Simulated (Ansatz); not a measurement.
Relaxed GaAs (zinc blende):

```yaml
crystal:
  lattice:
    - [0.00000, 5.66556, 5.66556]
    - [2.83278, 2.83278, 5.66556]
    - [2.83278, 2.83278, 0.00000]
  atoms:
    - { symbol: As, position: [0.00000, 0.75000, 0.75000] }
    - { symbol: As, position: [0.50000, 0.75000, 0.75000] }
    - { symbol: Ga, position: [0.00000, 0.00000, 0.00000] }
    - { symbol: Ga, position: [0.50000, 0.00000, 0.00000] }
```

A phonon eigenvector at X = (0.5, 0.5, 0.0) is frozen into this cell: atom i moves by Q times the vector below, so Q is the largest atomic displacement, in Å. The cell is held. (q is in reciprocal vectors of the primitive cell; the cell shown is doubled to hold the pattern.)

| atom | x | y | z |
|---|---|---|---|
| Ga3 | 0.000 | 0.000 | 1.000 |
| Ga4 | 0.000 | 0.000 | -1.000 |

Atoms not listed stay in place.

Method: r2SCAN (plane waves to 500 eV, PAW, scalar-relativistic; Ansatz, a quantum-chemistry and plane-wave program). k mesh 10×10×10 (Γ-centred), Fermi-Dirac smearing 0.05 eV. GaAs was relaxed with its symmetry unable to fall. The PAW data are Ansatz's earlier set.

At one point of the scan the forces (eV/Å) are:

```tsv
atom	Fx	Fy	Fz
As1	0.000	0.000	0.000
As2	0.000	0.000	0.000
Ga3	0.000	0.000	-1.991
Ga4	0.000	0.000	1.991
```

Which point is it?
(A) Q = 0.140 Å
(B) Q = 0.280 Å
(C) Q = 0.233 Å
(D) Q = 0.047 Å

A, Q = 0.140 Å

(For displaced atoms, the force is minus the slope of the energy, and its curvature is a force constant, which sets phonon frequencies.)
